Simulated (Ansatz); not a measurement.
The start is a generated cell, Te2Mo placed in the AFLOW prototype AB2_hP9_180_d_j (C40, as in CrSi2). A full variable-cell relaxation at zero pressure is run with PBE (plane waves to 420 eV, PAW, scalar-relativistic; Ansatz, a first-principles code). The first steps use a coarse 5×5×3 k-mesh.

Input geometry:
```yaml
crystal:
  lattice:
    - [6.11590, 0.00000, 0.00000]
    - [-3.05795, 5.29652, 0.00000]
    - [0.00000, 0.00000, 8.79630]
  atoms:
    - { symbol: Mo, position: [0.50000, 0.00000, 0.00000] }
    - { symbol: Mo, position: [0.50000, 0.50000, 0.33333] }
    - { symbol: Mo, position: [0.00000, 0.50000, 0.66667] }
    - { symbol: Te, position: [0.16559, 0.33118, 0.00000] }
    - { symbol: Te, position: [0.83441, 0.16559, 0.33333] }
    - { symbol: Te, position: [0.66882, 0.83441, 0.66667] }
    - { symbol: Te, position: [0.83441, 0.66882, 0.00000] }
    - { symbol: Te, position: [0.16559, 0.83441, 0.33333] }
    - { symbol: Te, position: [0.33118, 0.16559, 0.66667] }
```

Problem. Which atoms feel the largest initial force, and how large is it?

Solution. 0.40 eV/Å, on Te4, Te5, Te6, Te7, Te8, Te9 (atoms numbered as listed).

Problem. By how much does the energy per atom fall from start to end?

Solution. 0.65 to 0.66 eV/atom (the two k-meshes of the run give this range).

Problem. How does the volume change?

Solution. -28.8 %, from 31.66 to 22.55 Å³/atom.

Problem. How do the shortest distances between atoms change?

Solution. The closest pairs of elements (up to four, under 3.6 Å), start → end: Mo–Te 3.43 → 2.98 Å; Te–Te 3.42 → 2.98 Å.

Problem. What band gap does the relaxed structure have at this level?

Solution. No gap (metallic).

Problem. What does it relax into? Give the structure.

Solution. 
```cif
data_Mo3Te6
_chemical_formula_sum 'Mo3 Te6'
_space_group_name_H-M_alt 'P6222'
_space_group_IT_number 180
_space_group_name_Hall 'P 62 2 (0 0 4)'
_cell_length_a 5.24982
_cell_length_b 5.24982
_cell_length_c 8.50149
_cell_angle_alpha 90.000
_cell_angle_beta 90.000
_cell_angle_gamma 120.000
loop_
_atom_site_label
_atom_site_type_symbol
_atom_site_symmetry_multiplicity
_atom_site_Wyckoff_symbol
_atom_site_fract_x
_atom_site_fract_y
_atom_site_fract_z
_atom_site_occupancy
Mo1 Mo 3 c 0.50000 0.00000 0.00000 1
Te1 Te 6 i 0.17267 0.34533 0.00000 1
```

The space group stays P6₂22 (No. 180) (the run could not lower it); the end is AFLOW prototype AB2_hP9_180_d_j (C40, as in CrSi2), with 9 atoms in the primitive cell. Final values are on a 10×10×6 k-mesh of the relaxed cell. The relaxed cell holds bonded Te–Te pairs (2.98 Å). No spin polarisation in the result. A magnetic state may lie lower.

The run could not lose the symmetry of its start: the end is stationary, and may be a saddle point rather than a minimum.

The relaxed structure here is a generated cell of Te2Mo: the first start was made by placing the elements on the sites of a structure type, and the end was not matched to a known phase here, so it may be hypothetical. Known forms of Te2Mo include space group No. 194.
